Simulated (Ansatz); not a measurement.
TiAu (CsCl type, space group No. 221) under volume change, DFT-r²SCAN in the program Ansatz with PAW potentials, scaled uniformly.

| V (Å³/atom) | E − E(relaxed) (meV/atom) | P (GPa) |
|---|---|---|
| 15.497 | 80.4 | 18.36 |
| 16.008 | 33.6 | 11.17 |
| 16.519 | 7.9 | 5.11 |
| 17.030 | 0.0 | 0.00 |
| 17.541 | (withheld) | (withheld) |
| 18.052 | 26.7 | -7.92 |
| 18.563 | (withheld) | (withheld) |

Q: Complete the blanks.

A: 
- 17.541, E − E(relaxed) (meV/atom): 7.1
- 17.541, P (GPa): -4.30
- 18.563, E − E(relaxed) (meV/atom): 57.0
- 18.563, P (GPa): -10.96

Q: What does a third-order Birch–Murnaghan fit give for V₀, B₀ and B′?

A: V₀ = 17.03 Å³/atom, B₀ = 156 GPa, B′ = 4.7.

Space group Pm-3m (CsCl type). The workflow started from an entry of the Crystallography Open Database (COD). Its standing as an ambient phase is unchecked. The cell was relaxed with r²SCAN under the symmetry of its start; its stability against distortions is not shown here. The run is not spin-polarised. Scalar-relativistic: spin–orbit coupling is off unless named, which matters more the heavier the elements.

Potentials: the later of the program's two PAW sets.
